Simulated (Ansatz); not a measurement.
ZnSO4:
Space group F-43m (No. 216); a = b = c = 7.792 Å, α = β = γ = 90.00°

| atom | site | symmetry | x | y | z |
|---|---|---|---|---|---|
| Zn | 4c | -43m | 0.2500 | 0.2500 | 0.2500 |
| S | 4a | -43m | 0.0000 | 0.0000 | 0.0000 |
| O | 16e | .3m | 0.1091 | 0.1091 | 0.1091 |
(The calculation used a cell of 6 atoms; values per cell refer to that cell.)

Relaxed with PBEsol. 

Task: HSE06 on this cell (Ansatz, a quantum-chemistry and plane-wave program, PAW) gives a gap of 6.48 eV. What does PBEsol give?

Result: 4.51 eV.

Cost on shared cores: the PBEsol run (SCF on a 6×6×6 mesh, then bands and DOS) very roughly 60 core-seconds, the HSE06 run (SCF on 4×4×4, then a few points) around 4 core-minutes (rough); the tasks are unlike.

The workflow started from a Materials Project entry (that database holds measured and hypothetical structures alike); the Crystallography Open Database files this formula in space group No. 216, but the cells were not matched. Whether it is the stable phase at ambient conditions was not checked. The PBEsol relaxation kept the symmetry of its start; its stability against distortions is not shown here.

Potentials: the later of the program's two PAW sets.

Ansatz is a plane-wave DFT program.
